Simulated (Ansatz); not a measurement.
Given:

InBiN2:
Space group P3m1 (No. 156); a = b = 3.6072 Å, c = 6.3533 Å, α = β = 90.00°, γ = 120.00°

```
atom  site  symmetry       x       y       z
----  ----  --------  ------  ------  ------
Bi      1b       3m.  0.3333  0.6667  0.0054
N       1b       3m.  0.3333  0.6667  0.4103
In      1c       3m.  0.6667  0.3333  0.5045
N       1c       3m.  0.6667  0.3333  0.8498
```

This is the PBEsol-relaxed structure.

Q: All from the program Ansatz at the PBEsol level (PAW), unless another level is named. Estimate the electronic character.

A: metallic (no gap).

Q: Predict the density of states at the Fermi level.

A: 0.10 states/eV per atom (mean over ±0.08 eV).

Q: And the formation energy from the elements (no fitted shifts)?

A: 0.46 eV/atom.

Q: And the gap with spin–orbit coupling?

A: none (metallic).

The start of the workflow was typed in or built on a structure type; neither database checked (COD, Materials Project) lists it. Whether it is the stable phase at ambient conditions was not checked. The PBEsol relaxation kept the symmetry of its start; its stability against distortions is not shown here. The volume moved by 26 % from the start of the relaxation. Its formation energy is positive at this level, so the cell may be metastable or incomplete. The references are the lowest solids computed at this level, not always the standard phases (solids in place of the gases). Scalar-relativistic: spin–orbit coupling is off unless named, which matters more the heavier the elements.

Potentials: the earlier of the program's two PAW sets. The files were generated under PBE; for other functionals the program regenerates the frozen cores, and for LDA and PBEsol the local potential too.
